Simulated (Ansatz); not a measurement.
LaSi2:
```cif
data_La4Si8
_chemical_formula_sum 'La4 Si8'
_space_group_name_H-M_alt 'I41/amd :1'
_space_group_IT_number 141
_space_group_name_Hall 'I 4bw 2bw -1bw'
_cell_length_a 4.25661
_cell_length_b 4.25661
_cell_length_c 13.89944
_cell_angle_alpha 90.000
_cell_angle_beta 90.000
_cell_angle_gamma 90.000
loop_
_atom_site_label
_atom_site_type_symbol
_atom_site_symmetry_multiplicity
_atom_site_Wyckoff_symbol
_atom_site_fract_x
_atom_site_fract_y
_atom_site_fract_z
_atom_site_occupancy
La1 La 4 b 0.00000 0.00000 0.50000 1
Si1 Si 8 e 0.00000 0.00000 0.08458 1
```
(The calculation used a cell of 6 atoms; values per cell refer to that cell.)

Relaxed at zero pressure with PBEsol (plane waves, PAW; program Ansatz).

Q: The volume is lowered by 6 % and shape and atoms relax at that volume. What pressure results, and how do the axes share the change?

A: 6.0 GPa; a -2.5 %, b -2.5 %, c -1.2 %; the energy rises by 22 meV/atom.

Q: Give the new structure.

A: 
Space group I4₁/amd, origin choice 1 (No. 141); a = 4.152 Å, b = 4.152 Å, c = 13.735 Å, α = 90.00°, β = 90.00°, γ = 90.00°

```csv
atom,site,symmetry,x,y,z
La,4b,-4m2,0.0000,0.0000,0.5000
Si,8e,2mm.,0.0000,0.0000,0.0844
```

The phase is kept; no other phase was compared at this pressure.

Space group I4_1/amd. The first step of the workflow began from a Materials Project structure, measured or hypothetical; the Crystallography Open Database files this formula in space group No. 141, but the cells were not matched. Its standing as an ambient phase is unchecked. Symmetry was held in the PBEsol relaxation; its stability against distortions is not shown here. Scalar-relativistic: spin–orbit coupling is off unless named, which matters more the heavier the elements.

Potentials: the later of the program's two PAW sets.
